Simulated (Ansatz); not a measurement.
A relaxed cell of MgF2 (P4₂/mnm (No. 136)), relaxed on a k-mesh at least as fine as the one used below. Level of theory: PBEsol (plane waves to 420 eV, PAW, scalar-relativistic; Ansatz, a first-principles code). Γ-centred k-mesh 5×5×8 on the run's cell (coarser than for final values), Fermi–Dirac smearing 0.05 eV.

```yaml
crystal:
  lattice:
    - [4.63885, 0.00000, 0.00000]
    - [0.00000, 4.63885, 0.00000]
    - [0.00000, 0.00000, 3.06236]
  atoms:
    - { symbol: Mg, position: [0.50000, 0.50000, 0.50000] }
    - { symbol: Mg, position: [0.00000, 0.00000, 0.00000] }
    - { symbol: F, position: [0.80339, 0.19661, 0.50000] }
    - { symbol: F, position: [0.19661, 0.80339, 0.50000] }
    - { symbol: F, position: [0.30339, 0.30339, 0.00000] }
    - { symbol: F, position: [0.69661, 0.69661, 0.00000] }
```

The atoms are displaced by (Å):

```tsv
atom	ux	uy	uz
Mg1	0.001	-0.168	0.333
Mg2	0.141	0.044	-0.218
F3	-0.474	0.078	-0.076
F4	0.062	0.207	0.280
F5	-0.047	0.255	0.002
F6	0.163	0.167	0.644
```

Q: What forces (eV/Å) and pressure result?

A: 
```tsv
atom	Fx	Fy	Fz
Mg1	-1.36	9.79	-2.57
Mg2	-6.79	4.44	7.75
F3	7.03	-6.75	-1.48
F4	5.58	-4.71	-7.25
F5	-4.38	-2.15	4.63
F6	-0.09	-0.63	-1.08
```

Pressure +29.0 GPa.

Q: Estimate the energy cost of the displacement in the harmonic approximation and compare with the calculation.

A: For a harmonic well ΔE = −½ Σ F·u = 6.251 eV a cell, or 1042 meV/atom. The calculated energy relative to the undisplaced cell is +813 meV/atom, so anharmonic terms matter at this amplitude.

No spin polarisation in the result.

The run that gave the undisplaced cell could not lose the symmetry of its start; a randomly shaken copy of 6 atoms returns to this structure.
